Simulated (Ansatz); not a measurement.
The cell is RuBrI (Janus 2H monolayer); cell and atoms were relaxed with r2SCAN. In-plane lattice: a = 3.739 Å, b = 3.739 Å, γ = 120.0°; thickness between the outer nuclei 3.24 Å. Ru is surrounded by 3 I at 2.54 Å and 3 Br at 2.87 Å; Br is surrounded by 3 Ru at 2.87 Å; I is surrounded by 3 Ru at 2.54 Å.

```cif
data_structure
_symmetry_space_group_name_H-M 'P 1'
_symmetry_Int_Tables_number 1
_cell_length_a 3.7390
_cell_length_b 3.7390
_cell_length_c 30.9650
_cell_angle_alpha 90.000
_cell_angle_beta 90.000
_cell_angle_gamma 120.000
_cell_volume 374.89
loop_
_atom_site_label
_atom_site_type_symbol
_atom_site_fract_x
_atom_site_fract_y
_atom_site_fract_z
_atom_site_occupancy
Ru1 Ru 0.33333 0.66667 0.28469 1
Br1 Br 0.66667 0.33333 0.34587 1
I1 I 0.66667 0.33333 0.24139 1
```
Two periodic directions, a and b.

4 runs of the plane-wave code Ansatz on this cell differ in the functional (and in the settings that go with it). Levels are in eV from each run's valence top; v1 is the last filled band, c1 the first empty one.

Run A, mean stress -0.2 N/m (compression positive):

| point | v4 | v3 | v2 | v1 | c1 | c2 |
| --- | --- | --- | --- | --- | --- | --- |
| Γ | -2.43 | -1.06 | -0.07 | -0.07 | 3.16 | 3.16 |
| M | -2.43 | -1.90 | -0.69 | -0.68 | 2.65 | 3.18 |
| K | -2.67 | -1.70 | -1.56 | 0.00 | 2.48 | 3.20 |
| (1/6, 0.172, 0) | -2.45 | -1.74 | -0.49 | -0.45 | 2.47 | 3.04 |

Run B, mean stress +8.9 N/m (compression positive):

| point | v4 | v3 | v2 | v1 | c1 | c2 |
| --- | --- | --- | --- | --- | --- | --- |
| Γ | -2.50 | -1.70 | 0.00 | 0.00 | 7.92 | 8.83 |
| M | -3.82 | -2.65 | -1.55 | -1.32 | 9.55 | 10.42 |
| K | -3.26 | -3.26 | -2.63 | -1.04 | 8.97 | 10.75 |
| (1/6, 0.172, 0) | -3.46 | -1.83 | -1.30 | -1.06 | 9.03 | 9.34 |

Run C, mean stress -0.3 N/m (compression positive):

| point | v4 | v3 | v2 | v1 | c1 | c2 |
| --- | --- | --- | --- | --- | --- | --- |
| Γ | -2.42 | -1.05 | -0.08 | -0.08 | 2.41 | 2.41 |
| M | -2.42 | -1.87 | -0.68 | -0.67 | 1.91 | 2.42 |
| K | -2.66 | -1.67 | -1.52 | 0.00 | 1.74 | 2.43 |
| (1/6, 0.172, 0) | -2.43 | -1.73 | -0.48 | -0.44 | 1.73 | 2.29 |

Run D, mean stress -3.0 N/m (compression positive):

| point | v4 | v3 | v2 | v1 | c1 | c2 |
| --- | --- | --- | --- | --- | --- | --- |
| Γ | -2.46 | -0.95 | -0.31 | -0.31 | 1.15 | 1.15 |
| M | -2.47 | -1.67 | -0.63 | -0.56 | 0.56 | 1.04 |
| K | -2.91 | -1.64 | -1.16 | 0.00 | 0.58 | 0.94 |
| (1/6, 0.172, 0) | -2.46 | -1.69 | -0.61 | -0.48 | 0.51 | 0.99 |

Task: Match the runs to LDA, HSE06, PBE0, Hartree-Fock.

Result: A is PBE0, B is Hartree-Fock, C is HSE06, D is LDA. In order of the gap: LDA 0.51, HSE06 1.72, PBE0 2.46, Hartree-Fock 7.92 eV.

Simulation only: spin-unpolarised, and no claim that this is the phase found in nature.

No spin-orbit coupling is included; it can move band edges with weight on the heavy atoms by tenths of an eV.

The program warns that its thresholds are loose for a hybrid's stress.

The meshes of the hybrids are coarse, so their gaps aren't converged to the digits shown.
